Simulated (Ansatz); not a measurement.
WSe₂:
```cif
data_Se4W2
_chemical_formula_sum 'W2 Se4'
_space_group_name_H-M_alt 'P63/mmc'
_space_group_IT_number 194
_space_group_name_Hall '-P 6c 2c'
_cell_length_a 3.30261
_cell_length_b 3.30261
_cell_length_c 13.22578
_cell_angle_alpha 90.000
_cell_angle_beta 90.000
_cell_angle_gamma 120.000
loop_
_atom_site_label
_atom_site_type_symbol
_atom_site_symmetry_multiplicity
_atom_site_Wyckoff_symbol
_atom_site_fract_x
_atom_site_fract_y
_atom_site_fract_z
_atom_site_occupancy
W1 W 2 c 0.33333 0.66667 0.25000 1
Se1 Se 4 f 0.66667 0.33333 0.12421 1
```

Relaxed with r²SCAN+D4.

Task: Give the optical modes at the zone centre with their infrared and Raman activity from DFPT, DFT-r²SCAN+D4 in the program Ansatz with PAW potentials.

Result: Transverse frequencies, without the LO–TO term; a row sums one degenerate level.

| ω (cm⁻¹) | degeneracy | IR ((D/Å)²/amu) | Raman (Å⁴/amu) | activity |
|---|---|---|---|---|
| 20 | 2 | 0.00 | 0.92 | Raman |
| 35 | 1 | 0.00 | 0 | silent |
| 175 | 2 | 0.00 | 0 | silent |
| 176 | 2 | 0.00 | 2.0 | Raman |
| 248 | 2 | 0.00 | 320 | Raman |
| 248 | 2 | 1.25 | 0 | IR |
| 251 | 1 | 0.00 | 0 | silent |
| 255 | 1 | 0.00 | 830 | Raman |
| 308 | 1 | 0.18 | 0 | IR |
| 310 | 1 | 0.00 | 0 | silent |

Task: How high does the top mode go among those that the LO–TO term moves?

Result: 249 cm⁻¹ for q along x, 249 cm⁻¹ for q along y.

Space group P6_3/mmc. The cell was relaxed with r²SCAN+D4 under the symmetry of its start; phonons on a q-mesh show no instability. No spin polarisation was allowed. Spin–orbit coupling is left out wherever it is not named.

Potentials: the later of the program's two PAW sets.
